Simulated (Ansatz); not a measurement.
**MgB2: field gradients at two levels of theory**

Cell: a COD entry, whose atoms a relaxation with PBE at fixed cell left in place.

```
Mg B
1.0
     3.08500    0.00000    0.00000
    -1.54250    2.67169    0.00000
     0.00000    0.00000    3.52300
Mg B
1 2
Direct
  0.00000 0.00000 0.00000
  0.33333 0.66667 0.50000
  0.66667 0.33333 0.50000
```

Sites (sets of like atoms) are named by element and the number of their first atom in this list.

First run. Computed with Ansatz: DFT, PBE, plane waves and PAW, scalar-relativistic, 420 eV cutoff, Γ-centred 17×17×13 k-points, Fermi–Dirac smearing 0.05 eV.

| site | atom | V_zz (10²¹ V/m²) | η |
| --- | --- | --- | --- |
| Mg | 1 | -0.29 | 0.00 |
| B | 2 | 1.68 | 0.00 |

Second run. The same atoms and settings, except that the functional is LDA.

Task: What does the second run give?

Result: 

```tsv
site	atom	V_zz	η	change of V_zz
Mg	1	-0.27	0.00	+0.02
B	2	1.74	0.00	+0.06
```

The largest change of V_zz is on B, from 1.68 to 1.74.

The run finds no gap above 0.1 eV (a metal, or nearly one), so the gradients can move by 10 % or more with the k-mesh.
For the second run: At this cell the LDA pressure is -8 GPa, so with LDA the cell would shrink if it were relaxed.
